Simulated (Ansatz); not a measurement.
In the program Ansatz at the PBEsol level (PAW), TaTe in the rock salt structure (Fm-3m) relaxes to a = 5.622 Å. Ta has 6 nearest neighbours from 2.81 Å (octahedral); Te has 6 nearest neighbours from 2.81 Å (octahedral). Its formation energy from the elements is 0.76 eV/atom, with no fitted shifts.

Electronic character: metallic (no gap). Gap from PBEsol with spin–orbit coupling: none (metallic).

The bulk modulus is 118 GPa. The relaxed-ion elastic constants in GPa are C11 = 258, C12 = 49.8, C44 = -36.6. The highest mode at Γ lies at 117 cm⁻¹.

The start of the workflow was typed in or built on a structure type; neither database checked (COD, Materials Project) lists it. Its standing as an ambient phase is unchecked. The cell was relaxed with PBEsol under the symmetry of its start. At this level the phase is mechanically unstable. The run is not spin-polarised. Its formation energy is positive at this level, so the cell may be metastable or incomplete. With an odd number of electrons in the cell and no spin polarisation, the count alone makes it a metal. As this level gives no gap, shear constants depend on the k-mesh and smearing (Fermi–Dirac, 0.1 eV here). As this level gives no gap, phonon frequencies hold no LO–TO term and depend on the k-mesh and smearing (Fermi–Dirac, 0.1 eV here). The references are the lowest solids computed at this level, not always the standard phases. Spin–orbit coupling is left out wherever it is not named.

Potentials: the later of the program's two PAW sets.
